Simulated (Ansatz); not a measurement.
LuTl3 (Cu3Au type, space group No. 221) under volume change, r²SCAN in the plane-wave PAW code Ansatz, scaled uniformly.

| V (Å³/atom) | E − E(relaxed) (meV/atom) | P (GPa) |
|---|---|---|
| 23.532 | 42.8 | 6.46 |
| 24.308 | 17.8 | 3.92 |
| 25.084 | 4.2 | 1.78 |
| 25.860 | 0.0 | 0.00 |
| 26.635 | 3.7 | -1.49 |
| 27.411 | 14.0 | -2.71 |
| 28.187 | 29.6 | -3.72 |

### Question
What does a third-order Birch–Murnaghan fit give for V₀, B₀ and B′?

### Answer
V₀ = 25.86 Å³/atom, B₀ = 53.9 GPa, B′ = 5.1.

Space group Pm-3m (Cu3Au type). The workflow started from an entry of the Crystallography Open Database (COD). Its standing as an ambient phase is unchecked. Symmetry was held in the r²SCAN relaxation; its stability against distortions is not shown here. Spin–orbit coupling is left out wherever it is not named.

Potentials: the later of the program's two PAW sets.
